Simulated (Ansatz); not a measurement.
ZnS:
```yaml
crystal:
  lattice:
    - [3.59018, 0.00000, 0.00000]
    - [-1.79509, 3.10918, 0.00000]
    - [0.00000, 0.00000, 5.88004]
  atoms:
    - { symbol: Zn, position: [0.00000, 0.00000, 0.00000] }
    - { symbol: Zn, position: [0.00000, 0.00000, 0.50000] }
    - { symbol: S, position: [0.33333, 0.66667, 0.25000] }
    - { symbol: S, position: [0.66667, 0.33333, 0.75000] }
```

Relaxed with r²SCAN. Special points in fractions of this cell's reciprocal vectors: Γ (0.000, 0.000, 0.000); M (0.500, 0.000, 0.000); K (0.333, 0.333, 0.000); A (0.000, 0.000, 0.500); L (0.500, 0.000, 0.500); H (0.333, 0.333, 0.500).

**Question.** List the band energies nearest the valence-band maximum at these points for the program Ansatz at the r²SCAN level (PAW).

**Answer.** In eV from the valence-band maximum; about four levels below and three above (degenerate sets whole), none deeper than 8.9 eV; points with the same levels are listed once.

| k | below | above |
|---|---|---|
| Γ | -0.73 -0.73 -0.63 -0.11 -0.11 | 2.27 4.23 7.15 7.15 |
| M | -3.84 -2.61 -1.97 -0.11 | 2.93 3.88 4.62 |
| K | -2.81 -2.81 -2.50 -2.50 | 0.82 6.60 8.01 8.01 |
| A | -0.37 -0.37 -0.37 -0.37 | 4.31 4.31 7.32 7.32 7.32 7.32 |
| L | -1.55 -1.55 -1.52 -1.52 | 2.54 2.54 5.94 5.94 |
| H | -4.23 -4.23 -0.41 -0.41 | 4.19 4.19 5.02 5.02 |

Space group P6_3/mmc (NiAs type). The start of the workflow was typed in or built on a structure type; neither database checked (COD, Materials Project) lists it. It is not the phase usual at ambient conditions (space group No. 186, 216). The r²SCAN relaxation kept the symmetry of its start; whether a distortion lowers the energy is not shown.

Potentials: the earlier of the program's two PAW sets.
